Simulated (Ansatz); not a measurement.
**Computed properties of GeS₂**

GeS2:
```
GeS2
1.0
    3.44896     0.00000     0.00000
    0.00000     3.44896     0.00000
    0.00000     0.00000    10.46256
Ge S
2 4
Direct
  0.00000   0.00000   0.50000
  0.50000   0.50000   0.00000
  0.00000   0.50000   0.86481
  0.00000   0.50000   0.36481
  0.50000   0.00000   0.63519
  0.50000   0.00000   0.13519
```

Space group P4_2/nmc (No. 137); conventional cell a = 3.449 Å, b = 3.449 Å, c = 10.463 Å, α = 90.00°, β = 90.00°, γ = 90.00°.

Method: the program Ansatz at the LDA level (PAW). The cell and atoms are relaxed at this level. Other levels are named where they apply.

Cell and energy:

```yaml
volume_per_atom: 20.74 Å³
density: 3.65 g/cm³
Formation energy from the elements (no fitted shifts): -0.30 eV/atom
```

Electronic structure:

```yaml
band_gap: 0.96 eV (indirect)
valence_band_maximum: on the Γ–X line, 73 % of the way from Γ
conduction_band_minimum: at Γ
smallest_direct_gap_on_the_standard_path: 1.11 eV
electron_effective_mass: 0.17, 0.17, 0.24 mₑ (principal values)
Electron effective mass with spin–orbit coupling: 0.17, 0.17, 0.24 mₑ (principal values)
hole_effective_mass: 0.44, 3.2, 17 mₑ (principal values)
Hole effective mass with spin–orbit coupling: 0.44, 3.2, 17 mₑ (principal values)
HSE06 gap on the LDA cell: 2.32 eV
Gap with spin–orbit coupling: 0.96 eV
```

Mechanics:

```yaml
Bulk modulus (Birch–Murnaghan fit): 29.5 GPa
Pressure derivative B′: 10.6
Elastic constants (relaxed ions, GPa): C11 = 152, C12 = 3.3, C13 = 18.8, C33 = 33.3, C44 = 11.5, C66 = 6.3
mechanical_stability: stable (all eigenvalues of C positive)
hill_bulk_and_shear_moduli: 38.5 and 18.9 GPa
Young's modulus: 48.7 GPa
Poisson's ratio: 0.29
debye_temperature_from_the_elastic_constants: 275 K
```

Dielectric response:

```yaml
Electronic dielectric constant ε∞ (DFPT): 7.43 (xx = yy), 6.80 (zz)
Born charges (a third of the trace): Ge +2.88, S -1.44 e
```

Charges:

```yaml
bader_charges: Ge +1.22, S -0.61 e
```

The first step of the workflow began from a Materials Project structure, measured or hypothetical; the Crystallography Open Database copy checked does not list it. COD files the formula under space group No. 14, 43, 82, 122, 217. Whether it is the stable phase at ambient conditions was not checked. Symmetry was held in the LDA relaxation; whether a distortion lowers the energy is not shown. A crystal of weakly bound layers computed without a dispersion correction: the cell and the soft elastic constants depend strongly on that. The references are the lowest solids computed at this level, not always the standard phases. Spin–orbit coupling is left out wherever it is not named.

Potentials: the later of the program's two PAW sets.
